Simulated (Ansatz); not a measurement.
Relaxed GaN (zinc blende):

```yaml
crystal:
  lattice:
    - [0.00000, 4.54850, 4.54850]
    - [2.27425, 0.00000, 2.27425]
    - [2.27425, 2.27425, 0.00000]
  atoms:
    - { symbol: N, position: [0.37500, 0.75000, 0.75000] }
    - { symbol: N, position: [0.87500, 0.75000, 0.75000] }
    - { symbol: Ga, position: [0.00000, 0.00000, 0.00000] }
    - { symbol: Ga, position: [0.50000, 0.00000, 0.00000] }
```

The atoms are displaced by Q × the pattern below (from a DFPT mode at L = (0.5, 0.0, 0.0), largest move 1; Q in Å), at fixed cell. It is one choice among 2 degenerate patterns. (q is in reciprocal vectors of the primitive cell; the cell shown is doubled to hold the pattern.)

```json
[
 {"atom": "N1", "x": "-0.285", "y": "0.520", "z": "-0.805"},
 {"atom": "N2", "x": "0.285", "y": "-0.520", "z": "0.805"},
 {"atom": "Ga3", "x": "-0.046", "y": "0.083", "z": "-0.129"},
 {"atom": "Ga4", "x": "0.046", "y": "-0.083", "z": "0.129"}
]
```

These are PBE (plane waves to 420 eV, PAW, scalar-relativistic; Ansatz, a program for electronic structure) values and carry that method's errors. k mesh 6×12×12 (Γ-centred), Fermi-Dirac smearing 0.05 eV. The energy includes the smearing's −TS. Compression counts positive. GaN was relaxed with its symmetry unable to fall. The zero of ΔE is the undisplaced structure.

| Q (Å) | ΔE (meV/cell) | P (GPa) | −dE/dQ from forces (eV/Å) |
|---|---|---|---|
| -0.280 | 1434 | 11.7 | 11.097 |
| -0.233 | 971 | 8.0 | 8.800 |
| -0.187 | 608 | 5.0 | 6.759 |
| -0.140 | 337 | 2.8 | 4.910 |
| -0.093 | 148 | 1.2 | 3.199 |
| -0.047 | 37 | 0.3 | 1.578 |
| 0.000 | 0 | 0.0 | 0.000 |
| 0.047 | 37 | 0.3 | -1.578 |
| 0.093 | 148 | 1.2 | -3.199 |
| 0.140 | 337 | 2.8 | -4.910 |
| 0.187 | 608 | 5.0 | -6.759 |
| 0.233 | 971 | 8.0 | -8.800 |
| 0.280 | 1434 | 11.7 | -11.097 |

Summary:

- Energy at Q = 0.280 Å = 1434 meV/cell
- Space group of the distorted cell = P1 (No. 1), lowered from F-43m
- Symmetry of the curve = even: the same for both signs
- Shape of the curve = a single well with its minimum at or next to zero displacement
- Harmonic wavenumber from the curvature (finite differences) = 538 cm⁻¹
- Wavenumber by perturbation theory (DFPT, on another k mesh) = 538 cm⁻¹

(A displaced cell: forces are minus the slopes of the energy, force constants its curvatures, and phonons follow from these.)
